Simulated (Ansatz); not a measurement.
The end point of a relaxation of Te. All values below come from PBEsol (plane waves to 420 eV, PAW, scalar-relativistic; Ansatz, a quantum-chemistry and plane-wave program).

```xyz
3
Lattice="4.3169 0.0000 0.0000 -2.1585 3.7386 0.0000 0.0000 0.0000 5.9554" Properties=species:S:1:pos:R:3 pbc="T T T"
Te     1.2267     0.0000     1.9851
Te    -0.6133     1.0623     3.9703
Te     1.5451     2.6762     0.0000
```

### Question
Determine the symmetry and give the standard cell with its independent sites.

### Answer
Space group P3₁21 (No. 152); a = b = 4.3169 Å, c = 5.9554 Å, α = β = 90.00°, γ = 120.00°

| atom | site | symmetry | x | y | z |
|---|---|---|---|---|---|
| Te | 3a | .2. | 0.7158 | 0.7158 | 0.0000 |

This is the AFLOW prototype A_hP3_152_a (A8, as in Se).

### Question
Give the shortest distances between elements (the closest pairs, up to four, under 3.6 Å).

### Answer
Te–Te 2.91 Å.

```yaml
volume_per_atom: 32.04 Å³
band_gap: zero (the bands touch at this level, without spin-orbit coupling)
```

No spin polarisation in the result. Without spin-orbit coupling the bands of the heavy element are not split, so the gap can be far off. The gap comes from the SCF mesh and the high-symmetry points alone.

The run could not lose the symmetry of its start; a randomly shaken copy of 3 atoms returns to this structure.
